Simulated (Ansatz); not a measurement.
Task: BeAg (CsCl type, Pm-3m) is relaxed with PBEsol in the plane-wave PAW code Ansatz. What lattice parameters of the conventional cell result?

Result: a = 2.909 Å.

The start of the workflow was typed in or built on a structure type; neither database checked (COD, Materials Project) lists it. Its standing as an ambient phase is unchecked. The PBEsol relaxation kept the symmetry of its start; of distortions, only those at the zone centre were tested. The run is not spin-polarised.

Potentials: the earlier of the program's two PAW sets.
